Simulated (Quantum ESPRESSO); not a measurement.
Li₂Ta₂InSnAu₂ (simulated cell) (calculated)

Calculation on a made-up metal alloy cell, not a measurement: no spin or spin-orbit, unrelaxed, 2900 K smearing, stress positive in tension, cell energy less fitted offsets; periodic Kohn-Sham density functional theory in plane waves with PseudoDojo standard norm-conserving scalar-relativistic pseudopotentials, each functional with its own files (v0.5 for PBE, v0.4.1 for LDA and PBEsol), eight atoms on drawn sites of a strained close-packed or body-centred lattice, each displaced and held fixed; the energy is the cell's free energy, ions and the entropy term -TS included, at the stated Fermi-Dirac width, less a fixed offset for each atom's element (shifted free energy); compositions with an open d shell lost a parallel starting moment in a cheaper test run, and other magnetic orders were not tried; an error bar is the largest change of its kind in a tighter rerun, never given below 0.002 eV, 0.02 GPa or 0.003 eV/angstrom, and covers cutoff and k-mesh only, not smearing or the files. Program: Quantum ESPRESSO 7.5.

### Li₂Ta₂InSnAu₂ (simulated cell)

```xyz
8
Lattice="0.0653 0.0320 -4.8896 0.0289 5.2360 -0.0349 6.2193 0.0333 -0.0822" Properties=species:S:1:pos:R:3 Li2Ta2InSnAu2
Ta    -0.0283     0.0535     0.0235
Au     3.0663     0.0594     0.0094
Sn     1.5425     2.5243    -0.1017
Au     4.7014     2.6599    -0.0484
Ta     0.0145     1.7611    -2.4454
Li     3.1038     1.7313    -2.4689
In     1.5966     4.4344    -2.5065
Li     4.7420     4.4274    -2.4941
```

| Quantity | Value |
| --- | --- |
| lattice type | hexagonal close-packed |
| functional | pbe |
| cutoff | 1034 eV |
| fermi dirac smearing | 0.25 eV |
| electrons removed | 0 |
| run command | mpirun -np 4 pw.x -nk 4 -in in |
| run processor | AMD EPYC, Zen 5, virtual cores |
| k mesh | 5 x 5 x 4 shifted half a step off Gamma on each axis |

Atoms:
```tsv
atoms element	atom site	atom energy offset (eV)
Ta	1	-1771.44
Au	2	-4032.82
Sn	3	-2144.16
Au	4	-4032.82
Ta	5	-1771.44
Li	6	-195.67
In	7	-1808.02
Li	8	-195.67
```

Notes: the tin pseudopotential is less sure than most, with forces differing by about three percent from a second method on plain tin; heavy elements are run without spin-orbit coupling, which real alloys of them have; a spin test at this wide smearing found no moment, but such smearing suppresses magnetism that the real alloy may have; lattice, volume and sites are drawn at random and may be unstable or far from any real phase; energies are for the whole cell, less offsets fitted to these runs, so they are not formation energies; error bars: energy 0.0032 eV, stress 0.062 GPa, force 0.0047 eV/Å, from a tighter rerun of a related cell, whose elements or sites may differ; 12 SCF iterations, 107 s of wall time on a shared machine.

**Q.** Give the missing pressure for Li₂Ta₂InSnAu₂ (simulated cell).
**A.** -5.25 GPa

Further results for Li₂Ta₂InSnAu₂ (simulated cell):

| Property | Result |
| --- | --- |
| entropy term negative ts | -1.192 eV |
| stress xx | 3.23 GPa |
| stress yy | 5.57 GPa |
| stress zz | 6.96 GPa |
| stress yz | -0.27 GPa |
| stress xz | -0.87 GPa |
| stress xy | 0.5 GPa |
| shifted free energy | -1.002 eV |

Forces:
```tsv
site	x (eV/Å)	y (eV/Å)	z (eV/Å)
1	-0.851	0.625	-0.056
2	0.848	-0.312	-0.03
3	0.109	0.039	0.452
4	-0.085	0.163	-0.027
5	0.174	-0.588	-0.3
6	0.346	-0.055	-0.062
7	-0.246	0.177	0.112
8	-0.296	-0.05	-0.088
```
